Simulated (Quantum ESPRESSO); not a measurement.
## InAlGa2P4 (input and log of a self-consistent run)

Computed values, not a measurement. The program is pw.x of Quantum ESPRESSO 7.5 (plane-wave density functional theory). The cell is made up: 8 atoms on a zincblende/diamond lattice, with randomly drawn elements, strain and displacements, not relaxed. PseudoDojo standard norm-conserving files (v0.5 for PBE, v0.4.1 for LDA and PBEsol) set the functional; there is no spin polarisation, spin-orbit coupling or dispersion term, and the masses in the input are unused placeholders.

Input:

```
&control calculation='scf', pseudo_dir='./dojo.nc.sr.pbe.v0_5.standard.upf', outdir='./o', disk_io='medium', tprnfor=.true., tstress=.true. /
&system ibrav=0, nat=8, ntyp=4, nbnd=37, ecutwfc=79.96652505, nosym=.true., tot_charge=0,
 occupations='smearing', smearing='fd', degauss=0.0018374661
/
&electrons conv_thr=7.350e-09, electron_maxstep=60, /
ATOMIC_SPECIES
Al 1.0 Al.upf
Ga 1.0 Ga.upf
In 1.0 In.upf
P 1.0 P.upf
CELL_PARAMETERS angstrom
5.6392 -0.0444 0.014
-0.0434 5.5489 0.0344
0.0137 0.0343 5.6883
ATOMIC_POSITIONS angstrom
In -0.0327 -0.1285 0.0433
Al 0.0685 2.8046 2.7951
Ga 2.8198 0.0447 2.869
Ga 2.8774 2.724 -0.023
P 1.5455 1.3441 1.3475
P 1.4256 4.1385 4.121
P 4.3936 1.4728 4.3194
P 4.1525 4.1341 1.484
K_POINTS automatic
4 4 4 1 1 1
```

The log is shortened where brackets say so; the opening notice, blank lines, dates and the lines on written files are dropped, and the path of the files is cut. It prints rydbergs, bohrs and kilobars, and counts compression as positive stress.

```
     Program PWSCF v.7.5
     Parallel version (MPI & OpenMP), running on       1 processor cores
     Number of MPI processes:                 1
     Threads/MPI process:                     1
     [start-up lines left out]
     bravais-lattice index     =            0
     lattice parameter (alat)  =      10.6569  a.u.
     unit-cell volume          =    1201.0409 (a.u.)^3
     number of atoms/cell      =            8
     number of atomic types    =            4
     number of electrons       =        62.00
     number of Kohn-Sham states=           37
     kinetic-energy cutoff     =      79.9665  Ry
     charge density cutoff     =     319.8661  Ry
     scf convergence threshold =      7.3E-09
     mixing beta               =       0.7000
     number of iterations used =            8  plain     mixing
     Exchange-correlation= PBE
                           (   1   4   3   4   0   0   0)
     [axes and pseudopotential details left out]
   Cartesian axes
     site n.     atom                  positions (alat units)
         1        In     tau(   1) = (  -0.0057985  -0.0227861   0.0076781  )
         2        Al     tau(   2) = (   0.0121467   0.4973231   0.4956385  )
         3        Ga     tau(   3) = (   0.5000184   0.0079264   0.5087428  )
         4        Ga     tau(   4) = (   0.5102323   0.4830308  -0.0040785  )
         5        P      tau(   5) = (   0.2740544   0.2383413   0.2389442  )
         6        P      tau(   6) = (   0.2527932   0.7338557   0.7307525  )
         7        P      tau(   7) = (   0.7790911   0.2611629   0.7659336  )
         8        P      tau(   8) = (   0.7363382   0.7330755   0.2631489  )
     number of k points=    32  Fermi-Dirac smearing, width (Ry)=  0.0018
                       cart. coord. in units 2pi/alat
        k(    1) = (   0.1257012   0.1272600   0.1228551), wk =   0.0625000
        k(    2) = (   0.1250738   0.1257185   0.3707165), wk =   0.0625000
     [further k points left out]
     Dense  grid:   115993 G-vectors     FFT dimensions: (  64,  60,  64)
     Estimated max dynamical RAM per process >     154.61 MB
     Initial potential from superposition of free atoms
     starting charge      61.9877, renormalised to      62.0000
     Starting wfcs are   47 randomized atomic wfcs
     total cpu time spent up to now is       14.2 secs
     per-process dynamical memory:    99.2 Mb
     Self-consistent Calculation
     iteration #  1     ecut=    79.97 Ry     beta= 0.70
     Davidson diagonalization with overlap
     ethr =  1.00E-02,  avg # of iterations =  4.0
     Threshold (ethr) on eigenvalues was too large:
     Diagonalizing with lowered threshold
     Davidson diagonalization with overlap
     ethr =  5.56E-04,  avg # of iterations =  2.0
     total cpu time spent up to now is       80.0 secs
     total energy              =    -498.92764381 Ry
     estimated scf accuracy    <       0.35278276 Ry
     iteration #  2     ecut=    79.97 Ry     beta= 0.70
     Davidson diagonalization with overlap
     ethr =  5.69E-04,  avg # of iterations =  2.1
     total cpu time spent up to now is      113.0 secs
     total energy              =    -499.01449645 Ry
     estimated scf accuracy    <       0.08784705 Ry
     iteration #  3     ecut=    79.97 Ry     beta= 0.70
     Davidson diagonalization with overlap
     ethr =  1.42E-04,  avg # of iterations =  2.8
     total cpu time spent up to now is      146.8 secs
     total energy              =    -499.03059500 Ry
     estimated scf accuracy    <       0.00421089 Ry
     iteration #  4     ecut=    79.97 Ry     beta= 0.70
     Davidson diagonalization with overlap
     c_bands:  1 eigenvalues not converged
     c_bands:  1 eigenvalues not converged
     ethr =  6.79E-06,  avg # of iterations = 12.6
     total cpu time spent up to now is      205.0 secs
     total energy              =    -499.03152509 Ry
     estimated scf accuracy    <       0.00217030 Ry
     iteration #  5     ecut=    79.97 Ry     beta= 0.70
     Davidson diagonalization with overlap
     ethr =  3.50E-06,  avg # of iterations =  2.9
     total cpu time spent up to now is      236.7 secs
     total energy              =    -499.03191909 Ry
     estimated scf accuracy    <       0.00013787 Ry
     iteration #  6     ecut=    79.97 Ry     beta= 0.70
     Davidson diagonalization with overlap
     ethr =  2.22E-07,  avg # of iterations =  2.2
     total cpu time spent up to now is      262.4 secs
     total energy              =    -499.03193871 Ry
     estimated scf accuracy    <       0.00001725 Ry
     iteration #  7     ecut=    79.97 Ry     beta= 0.70
     Davidson diagonalization with overlap
     ethr =  2.78E-08,  avg # of iterations =  4.1
     total cpu time spent up to now is      298.7 secs
     total energy              =    -499.03194509 Ry
     estimated scf accuracy    <       0.00000140 Ry
     iteration #  8     ecut=    79.97 Ry     beta= 0.70
     Davidson diagonalization with overlap
     ethr =  2.25E-09,  avg # of iterations =  2.4
     total cpu time spent up to now is      342.2 secs
     total energy              =    -499.03194541 Ry
     estimated scf accuracy    <       0.00000015 Ry
     iteration #  9     ecut=    79.97 Ry     beta= 0.70
     Davidson diagonalization with overlap
     ethr =  2.45E-10,  avg # of iterations =  3.8
     total cpu time spent up to now is      398.1 secs
     total energy              =    -499.03194547 Ry
     estimated scf accuracy    <       0.00000002 Ry
     iteration # 10     ecut=    79.97 Ry     beta= 0.70
     Davidson diagonalization with overlap
     ethr =  3.93E-11,  avg # of iterations =  2.0
     total cpu time spent up to now is      436.3 secs
     End of self-consistent calculation
     [lines on levels left out]
!    total energy              =    -499.03194548 Ry
     estimated scf accuracy    <          2.1E-09 Ry
     smearing contrib. (-TS)   =      -0.00000000 Ry
     internal energy E=F+TS    =    -499.03194548 Ry
     The total energy is F=E-TS. E is the sum of the following terms:
     one-electron contribution =    -234.73317343 Ry
     hartree contribution      =     159.33109385 Ry
     xc contribution           =    -142.43727016 Ry
     ewald contribution        =    -281.19259574 Ry
     convergence has been achieved in  10 iterations
     Forces acting on atoms (cartesian axes, Ry/au):
     atom    1 type  3   force =     0.05308647    0.02411767   -0.04137706
     atom    2 type  1   force =    -0.00480816   -0.01697984   -0.02782369
     atom    3 type  2   force =     0.03262873    0.01587706    0.00059248
     atom    4 type  2   force =    -0.00380583    0.01541896   -0.01394391
     atom    5 type  4   force =    -0.01753644    0.02787556    0.03193248
     atom    6 type  4   force =     0.02034211   -0.01034083    0.03886996
     atom    7 type  4   force =    -0.04344977   -0.00261085   -0.04118465
     atom    8 type  4   force =    -0.03645712   -0.05335774    0.05293439
     Total force =     0.150553     Total SCF correction =     0.000093
     Computing stress (Cartesian axis) and pressure
          total   stress  (Ry/bohr**3)                   (kbar)     P=        7.22
   0.00003638   0.00018303  -0.00010418            5.35       26.92      -15.33
   0.00018303   0.00010918  -0.00016667           26.92       16.06      -24.52
  -0.00010418  -0.00016667   0.00000170          -15.33      -24.52        0.25
     init_run     :     11.73s CPU     14.08s WALL (       1 calls)
     electrons    :    400.07s CPU    422.12s WALL (       1 calls)
     forces       :      7.09s CPU      7.17s WALL (       1 calls)
     stress       :     24.83s CPU     24.94s WALL (       1 calls)
     [timing details left out]
     PWSCF        :   7m24.00s CPU   7m48.78s WALL
     JOB DONE.
```

In other units: free energy -6789.676 eV for the cell, pressure 0.72 GPa, largest force component 1.372 eV/Å. A rerun of the same cell at another strain at 1377 eV and a 6 x 6 x 6 mesh moved values by no more than 0.008 eV in energy, 0.02 GPa in stress and 0.002 eV/Å in force.